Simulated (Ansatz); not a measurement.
# Calculated with Ansatz: Be2Sb, relaxation

input.yaml:

```yaml
crystal:
  lattice:
    - [3.707206, 0.0, 0.0]
    - [0.0, 3.707206, 0.0]
    - [0.0, 0.0, 5.656461]
  atoms:
    - { symbol: Be, position: [0.0, 0.0, 0.0] }
    - { symbol: Be, position: [0.5, 0.5, 0.0] }
    - { symbol: Be, position: [0.0, 0.5, 0.27] }
    - { symbol: Be, position: [0.5, 0.0, 0.73] }
    - { symbol: Sb, position: [0.0, 0.5, 0.7] }
    - { symbol: Sb, position: [0.5, 0.0, 0.3] }
  symmetry: { tolerance: 0.0003 }
kpoints:
  mp_grid: { grid: [8, 8, 5], shift: [0, 0, 0] }
magnetization:
  spin_polarized: false
scf:
  occupations: { method: fermi_dirac, width: 0.0317 }
  lower_state_search: "off"
hamiltonian:
  pseudopotentials: { kind: paw }
  xc: pbesol
basis:
  ecutwfc: 420
  fft_grid_basis: typed
relax:
  max_steps: 40
  cell: { p_target: 0.0 }
  f_tol: 0.03
output:
  forces: true
  stress: true
  eigenvalues: true
  bader: true
  populations: true
  elf: true
  write_potential: true
  volumetric_format: npy
  dos:
    e_range: [-12, 8]
    de: 0.05
    projected: { site_lists: { Be: [Be], Sb: [Sb] } }
  write_density: true
checkpoint:
  read: saved_state
```

The command:

```bash
ansatz run input.yaml --threads 2 --pin off --max-ram 2560MiB --backend cpu --events-out ev --progress --plain --runs-dir out
```

Origin of the cell: a known structure type with other elements, at an estimated volume, so it need not be a known compound.

The saved state is a converged single point of the same cell.

Steps («new basis» is an SCF on plane waves selected anew at the same cell):

| step | ΔF (meV/atom) | max force component (eV/Å) | P (GPa) | volume (Å³) | SCF iterations | step was |
| --- | --- | --- | --- | --- | --- | --- |
| 1 | 0.0 | 0.773 | 12.46 | 77.74 | 6 | accepted |
| 2 | -83.7 | 0.352 | 0.46 | 85.72 | 6 | accepted |
| 3 | -109.6 | 0.212 | -1.36 | 86.23 | 6 | accepted |
| 4 | -113.5 | 0.141 | -0.47 | 85.30 | 5 | accepted |
| 5 | -117.7 | 0.080 | 0.45 | 84.56 | 5 | accepted |
| 6 | -115.3 | 0.189 | 1.65 | 84.07 | 6 | rejected |
| 7 | -119.2 | 0.028 | 0.24 | 84.95 | 9 | accepted |
| 8 | -119.0 | 0.056 | -0.23 | 85.53 | 5 | rejected |
| 9 | -119.2 | 0.001 | 0.02 | 85.22 | 7 | accepted |
| 10 | -119.2 | 0.002 | 0.00 | 85.24 | 3 | accepted |
| 11 | -119.2 | 0.002 | 0.00 | 85.26 | 6 | accepted |
| 12 | -120.5 | 0.002 | 0.15 | 85.26 | 5 | new basis |
| 13 | -120.6 | 0.024 | 0.04 | 85.48 | 4 | accepted |
| 14 | -120.6 | 0.006 | -0.09 | 85.56 | 5 | accepted |
| 15 | -120.6 | 0.003 | -0.01 | 85.48 | 3 | accepted |
| 16 | -120.6 | 0.003 | -0.01 | 85.48 | 5 | new basis |

The starting structure.

Space group P4/nmm (No. 129); the run's cell has a = 3.707 Å, b = 3.707 Å, c = 5.656 Å, α = 90.00°, β = 90.00°, γ = 90.00°. Shortest distances: Be–Be 2.40 Å, Be–Sb 2.43 Å, Sb–Sb 3.46 Å.

The relaxed structure.

Space group P4/nmm (No. 129); the run's cell has a = 3.616 Å, b = 3.616 Å, c = 6.537 Å, α = 90.00°, β = 90.00°, γ = 90.00°. Shortest distances: Be–Be 2.33 Å, Be–Sb 2.63 Å, Sb–Sb 3.47 Å.

```yaml
crystal:
  lattice:
    - [3.61596, 0.00000, 0.00000]
    - [0.00000, 3.61596, 0.00000]
    - [0.00000, 0.00000, 6.53732]
  atoms:
    - { symbol: Be, position: [0.00000, 0.00000, 0.00000] }
    - { symbol: Be, position: [0.50000, 0.50000, 0.00000] }
    - { symbol: Be, position: [0.00000, 0.50000, 0.22564] }
    - { symbol: Be, position: [0.50000, 0.00000, 0.77436] }
    - { symbol: Sb, position: [0.00000, 0.50000, 0.67933] }
    - { symbol: Sb, position: [0.50000, 0.00000, 0.32067] }
```

* Free energy lowered by: 120.6 meV/atom
* Volume change: 9.95 %
* Final pressure: -0.01 GPa
* Relaxation steps listed: 16
* Formation energy (elements under the same functional, gases as molecules, uncorrected): 0.393 eV/atom

Caveats: no spin-orbit coupling, though heavy elements are present; the relaxation held the start's symmetry, so the end may be a saddle point.

Time: 70 s on 2 threads of Arm Neoverse V2, on a shared host, peak memory 0.41 GiB, from a saved density.
